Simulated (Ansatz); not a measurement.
ZrC:
```cif
data_C2Zr2
_chemical_formula_sum 'Zr2 C2'
_space_group_name_H-M_alt 'P63/mmc'
_space_group_IT_number 194
_space_group_name_Hall '-P 6c 2c'
_cell_length_a 3.33314
_cell_length_b 3.33314
_cell_length_c 5.18844
_cell_angle_alpha 90.000
_cell_angle_beta 90.000
_cell_angle_gamma 120.000
loop_
_atom_site_label
_atom_site_type_symbol
_atom_site_symmetry_multiplicity
_atom_site_Wyckoff_symbol
_atom_site_fract_x
_atom_site_fract_y
_atom_site_fract_z
_atom_site_occupancy
Zr1 Zr 2 c 0.33333 0.66667 0.25000 1
C1 C 2 a 0.00000 0.00000 0.00000 1
```

Relaxed at zero pressure with LDA in the plane-wave PAW code Ansatz.

Q: The volume is lowered by 3 % and shape and atoms relax at that volume. What pressure results, and how do the axes share the change?

A: 7.9 GPa; a -1.0 %, b -1.0 %, c -1.1 %; the energy rises by 9 meV/atom.

Q: Give the new structure.

A: 
Space group P6₃/mmc (No. 194); a = b = 3.301 Å, c = 5.132 Å, α = β = 90.00°, γ = 120.00°

```
atom  site  symmetry       x       y       z
----  ----  --------  ------  ------  ------
Zr      2c      -6m2  0.3333  0.6667  0.2500
C       2a      -3m.  0.0000  0.0000  0.0000
```

The phase is kept; no other phase was compared at this pressure.

Space group P6_3/mmc (NiAs type). The first step of the workflow began from a Materials Project structure, measured or hypothetical; the Crystallography Open Database copy checked does not list it. It is not the phase usual at ambient conditions (space group No. 225). Symmetry was held in the LDA relaxation; its stability against distortions is not shown here. The run is not spin-polarised.

Potentials: the later of the program's two PAW sets.
